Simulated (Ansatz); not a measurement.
Given:

HfRu:
```
CELL_PARAMETERS angstrom
      3.23021     0.00000     0.00000
      0.00000     3.23021     0.00000
      0.00000     0.00000     3.23021
ATOMIC_POSITIONS crystal
  Hf 0.00000 0.00000 0.00000
  Ru 0.50000 0.50000 0.50000
```

This is the r²SCAN-relaxed structure.

Question: All from plane-wave PAW r²SCAN (Ansatz code), unless another level is named. Estimate the density of states at the Fermi level.

Answer: 0.16 states/eV per atom (mean over ±0.08 eV).

Question: What about the formation energy from the elements (no fitted shifts)?

Answer: -0.86 eV/atom.

Space group Pm-3m (CsCl type). The first step of the workflow began from a Materials Project structure, measured or hypothetical; the Crystallography Open Database files this formula in space group No. 221, but the cells were not matched. Its standing as an ambient phase is unchecked. The cell was relaxed with r²SCAN under the symmetry of its start; its stability against distortions is not shown here. The run is not spin-polarised. The references are the lowest solids computed at this level, not always the standard phases. Spin–orbit coupling is left out wherever it is not named.

Potentials: the later of the program's two PAW sets.
